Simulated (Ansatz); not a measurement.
**Pressure against volume: InF**

```cif
data_structure
_symmetry_space_group_name_H-M 'F-43m'
_symmetry_Int_Tables_number 216
_cell_length_a 6.0090
_cell_length_b 6.0090
_cell_length_c 6.0090
_cell_angle_alpha 90.000
_cell_angle_beta 90.000
_cell_angle_gamma 90.000
_cell_volume 216.97
loop_
_atom_site_label
_atom_site_type_symbol
_atom_site_symmetry_multiplicity
_atom_site_Wyckoff_symbol
_atom_site_fract_x
_atom_site_fract_y
_atom_site_fract_z
_atom_site_occupancy
In1 In 4 a 0.00000 0.00000 0.00000 1
F1 F 4 d 0.25000 0.25000 0.75000 1
```

The runs use the primitive cell with vectors (0.000, 3.004, 3.004), (3.004, 0.000, 3.004), (3.004, 3.004, 0.000) Å, to which the k mesh refers.

The cell was built from the zincblende type and relaxed in the same program, and has space group F-43m; it needn't be a known or the stable phase.

Spin–orbit coupling is left out, though it moves levels of the heavy atoms by tenths of an eV or more.

Levels of theory: DFT, PBE, all-electron LAPW, scalar-relativistic (Ansatz 0.2.0); DFT, PBE, PAW with Ansatz's default frozen-core files, scalar-relativistic (Ansatz 0.2.0).

For LAPW: a Γ-centred 13×13×13 k mesh, Fermi–Dirac smearing of 0.05 eV, basis error target 0.5 meV/atom, no spin polarisation. PAW takes a cutoff of 420 eV at this cell. The Ansatz runs share mesh, smearing and spin set-up. Plane-wave (PAW) pressures include the program's estimate of the Pulay term.

The cell above is scaled evenly, with fractional coordinates and shape held.

```
V/V(cell)  V (Å³/atom)  P, LAPW (GPa)  P, PAW (GPa)  gap on the k mesh, LAPW (eV)  free energy over the lowest listed, PAW (meV/atom)
   0.9405       25.508           1.56          1.56                          1.66                                                 7.4
   0.9700       26.308           0.73          0.73                          1.79                                                 1.8
   1.0000       27.121           0.00          0.00                          1.92                                                 0.0
   1.0300       27.935          -0.61         -0.61                          2.04                                                 1.6
   1.0600       28.749          -1.13         -1.13                          2.14                                                 6.1
```

Problem. What do Birch–Murnaghan fits to the pressures give?

Solution. LAPW: V0 = 27.13 Å³/atom, B0 = 22 GPa, B0′ = 4.4; PAW: V0 = 27.12 Å³/atom, B0 = 22 GPa, B0′ = 4.4.

PAW's V0 lies -0.01 % from the all-electron value and its B0 0.0 %. Symmetry fixes shape and coordinates here, so this is the relaxed modulus.
